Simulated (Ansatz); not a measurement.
Sc₂Al, in the lowest among the structures calculated here: P6₃/mmc (No. 194), hP6; a = b = 4.8496 Å, c = 6.0902 Å, α = β = 90.00°, γ = 120.00°; Sc 2a (0.000, 0.000, 0.000); Sc 2d (0.667, 0.333, 0.250); Al 2c (0.333, 0.667, 0.250). All values below come from PBEsol (plane waves to 420 eV, PAW, scalar-relativistic; Ansatz, a first-principles code). Element references, the lowest calculated here: Al (Fm-3m), Sc (P6₃/mmc).

Total energies (eV/atom, σ → 0; comparable only within this code, potentials and settings):

```csv
phase,E (eV/atom)
Sc2Al (P6₃/mmc),-1582.783
Al (Fm-3m),-524.548
Sc (P6₃/mmc),-2111.369
ScAl (Pm-3m),-1318.425
Sc3Al (P6₃/mmc),-1714.940
```

Q: What is the formation energy of this P6₃/mmc form of Sc2Al from the elements?

A: E_f = -1582.783 − [2 × (-2111.369) + 1 × (-524.548)] / 3 = -0.35 eV/atom (-1.1 eV per formula unit).

Q: Is it stable against the other phases calculated?

A: Too close to call: Sc2Al → 0.5 ScAl + 0.5 Sc3Al (ScAl Pm-3m, Sc3Al P6₃/mmc) changes the energy by less than 0.02 eV/atom.

Hull of the energies calculated here, no anion corrections, zero temperature, no zero-point energy; an uncalculated phase could lie lower. Values are rounded to 0.01 eV/atom. The compounds carry no spin polarisation.
